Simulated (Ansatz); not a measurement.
Cold compression of ScPd

```
Sc Pd
1.0
     3.28300    0.00000    0.00000
     0.00000    3.28300    0.00000
     0.00000    0.00000    3.28300
Sc Pd
1 1
Direct
  0.50000 0.50000 0.50000
  0.00000 0.00000 0.00000
```

The base volume is that of a database entry, with shape and atoms relaxed on PAW files at held volume, so it needn't be at zero pressure; the structure needn't be the stable phase, at rest or compressed.

Its volume is scaled, and at each volume shape and atoms are relaxed on PAW files; all methods then take that cell.

Computed with Ansatz 0.2.0; functional PBEsol, scalar-relativistic. Settings: a Γ-centred 11×11×11 k mesh, Fermi–Dirac smearing of 0.05 eV, no spin polarisation. Methods: LAPW: all electrons, basis error target 1 meV/atom; PAW: frozen-core files, cutoff 420 eV; crystal datasets: all electrons, by PAW datasets that the program makes for each cell.

Energies are extrapolated to zero smearing and count from the unscaled cell; pressure is positive in compression; gaps take the mesh and a band path. No temperature or zero-point motion is included.

The PAW files were made under PBE.

```json
{"V/V0": "1.00", "V (Å³/atom)": "17.69", "P LAPW (GPa)": "-1.98", "ΔE LAPW (eV/atom)": "0.000", "P PAW − LAPW (GPa)": "0.00", "ΔE PAW − LAPW (meV/atom)": "0.0", "space group": "Pm-3m", "shortest distance (Å)": "2.843"}
{"V/V0": "0.75", "V (Å³/atom)": "13.27", "P LAPW (GPa)": "59.6", "ΔE LAPW (eV/atom)": "0.607", "P PAW − LAPW (GPa)": "-0.02", "ΔE PAW − LAPW (meV/atom)": "-0.1", "space group": "Pm-3m", "shortest distance (Å)": "2.583"}
{"V/V0": "0.60", "V (Å³/atom)": "10.62", "P LAPW (GPa)": "?", "ΔE LAPW (eV/atom)": "2.379", "P PAW − LAPW (GPa)": "-0.11", "ΔE PAW − LAPW (meV/atom)": "-1.0", "space group": "Pm-3m", "shortest distance (Å)": "2.398"}
{"V/V0": "0.50", "V (Å³/atom)": "8.85", "P LAPW (GPa)": "332.7", "ΔE LAPW (eV/atom)": "5.041", "P PAW − LAPW (GPa)": "-0.35", "ΔE PAW − LAPW (meV/atom)": "-3.3", "space group": "Pm-3m", "shortest distance (Å)": "2.257"}
```

(1) Fill in "P LAPW (GPa)" for the row "0.60".

(2) At the smallest volume, how far do crystal datasets lie from LAPW in pressure?

Results:

(1) 170.1.

(2) crystal datasets: 0.00 GPa, on a LAPW pressure of 332.7 GPa.
